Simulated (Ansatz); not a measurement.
Mg2Si (antifluorite type, space group Fm-3m)

```
Mg2Si
1.0
    0.00000     3.18221     3.18221
    3.18221     0.00000     3.18221
    3.18221     3.18221     0.00000
Si Mg
1 2
Direct
  0.00000   0.00000   0.00000
  0.25000   0.25000   0.25000
  0.75000   0.75000   0.75000
```

Equation-of-state scan: isotropic scaling of the cell above, V₀ being its volume. Symmetry pins the atoms to their sites.

The numbers are results of PBE (plane waves to 420 eV, PAW, scalar-relativistic; Ansatz, a first-principles code), not measurements. k mesh 9×9×9 (Γ-centred), Fermi-Dirac smearing 0.05 eV. Energies are smeared free energies. Stress and pressure are positive under compression. Mg2Si was relaxed with its symmetry unable to fall. The PAW data are Ansatz's earlier set. The zero of ΔE is the relaxed starting cell.

```
a (Å)   ΔE (meV/atom)  P (GPa)
------  -------------  -------
6.2345           14.4     3.78
6.2609            9.0     2.93
6.2871            5.0     2.13
6.3131            2.2     1.37
6.3389            0.5     0.66
6.3644            0.0    -0.01
6.3898            0.5    -0.63
6.4149            2.0    -1.23
6.4399            4.4    -1.78
6.4647            7.7    -2.31
6.4892           11.9    -2.80
```

What the scan shows:

- Pressure at the smallest volume: 3.78 GPa
- Energy cost of the largest compression: 14.4 meV/atom
- Energy cost of the largest expansion: 11.9 meV/atom
- Bulk modulus B₀ (third-order Birch-Murnaghan fit): 54.0 GPa
- Pressure derivative B₀′ (fit): 4.1
- Equilibrium volume of the fit: 21.48 Å³/atom
- Pressure for 5 % compression (fit): 3.1 GPa

The 11 points together took around 19 core-seconds (rough).

(A scan under strain: stresses follow from slopes of the energy per volume, elastic moduli from its curvatures.)
